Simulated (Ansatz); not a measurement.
NiSi2 (fluorite type, space group Fm-3m)

```xyz
3
Lattice="0.0000 2.7220 2.7220 2.7220 0.0000 2.7220 2.7220 2.7220 0.0000" Properties=species:S:1:pos:R:3 pbc="T T T"
Ni     0.0000     0.0000     0.0000
Si     1.3610     1.3610     1.3610
Si     4.0830     4.0830     4.0830
```

E(V) scan at fixed shape, V₀ the volume above. Symmetry pins the atoms to their sites.

Computed with PBE (plane waves to 420 eV, PAW, scalar-relativistic; Ansatz, an electronic-structure program). k mesh 15×15×15 (Γ-centred), Fermi-Dirac smearing 0.05 eV. The energy includes the smearing's −TS. Compression counts positive. NiSi2 is run without spin polarisation. NiSi2 was relaxed with its symmetry unable to fall. The PAW data are Ansatz's earlier set. ΔE is measured from the relaxed starting cell.

```tsv
a (Å)	ΔE (kJ/mol of atoms)	P (GPa)
5.3329	…	10.5
5.3611	1.3	7.6
5.3891	0.6	4.8
5.4167	0.1	2.3
5.4441	0.0	0.0
5.4711	0.1	-2.1
5.4980	0.5	-4.0
5.5245	1.1	-5.8
5.5508	1.9	-7.4
```

Problem. Fill in the missing entries.

Solution. 
- 5.3329, ΔE (kJ/mol of atoms): 2.4

(A scan under strain: stresses follow from slopes of the energy per volume, elastic moduli from its curvatures.)
